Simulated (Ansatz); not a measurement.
Mo (bcc, W type)

```xyz
2
Lattice="-3.1607 3.1607 3.1607 0.0000 0.0000 3.1607 0.0000 3.1607 0.0000" Properties=species:S:1:pos:R:3 pbc="T T T"
Mo     0.0000     0.0000     0.0000
Mo    -1.5804     1.5804     1.5804
```

A phonon eigenvector at H = (0.5, 0.5, 0.5) is frozen into this cell: atom i moves by Q times the vector below, so Q is the largest atomic displacement, in Å. The cell is held. It is one choice among 3 degenerate patterns. (q is in reciprocal vectors of the primitive cell; the cell shown is doubled to hold the pattern.)

```
atom      x      y       z
----  -----  -----  ------
Mo1   0.000  0.000  -1.000
Mo2   0.000  0.000   1.000
```

The numbers are results of PBE (plane waves to 420 eV, PAW, scalar-relativistic; Ansatz, a quantum-chemistry and plane-wave program), not measurements. k mesh 21×21×21 (Γ-centred), Fermi-Dirac smearing 0.05 eV. Compression counts positive. With partly filled bands, energies and forces of such displacements shift with the k mesh and the smearing. Mo is run without spin polarisation. Mo was relaxed with its symmetry unable to fall. 

```
Q (Å)   −dE/dQ from forces (eV/Å)  P (GPa)
------  -------------------------  -------
-0.280                      7.632     20.4
-0.233                      6.491     14.7
-0.187                          …        …
-0.140                      4.103        …
-0.093                      2.461      2.3
-0.047                      1.000      0.6
0.000                       0.000      0.0
0.047                      -1.000      0.6
0.093                      -2.461      2.3
0.140                      -4.103        …
0.187                           …        …
0.233                      -6.491     14.7
0.280                      -7.632     20.4
```

**Question.** Fill in the missing entries.

**Answer.** 
- -0.187, −dE/dQ from forces (eV/Å): 5.519
- -0.187, P (GPa): 9.6
- -0.140, P (GPa): 5.4
- 0.140, P (GPa): 5.4
- 0.187, −dE/dQ from forces (eV/Å): -5.519
- 0.187, P (GPa): 9.6

(For displaced atoms, the force is minus the slope of the energy, and its curvature is a force constant, which sets phonon frequencies.)
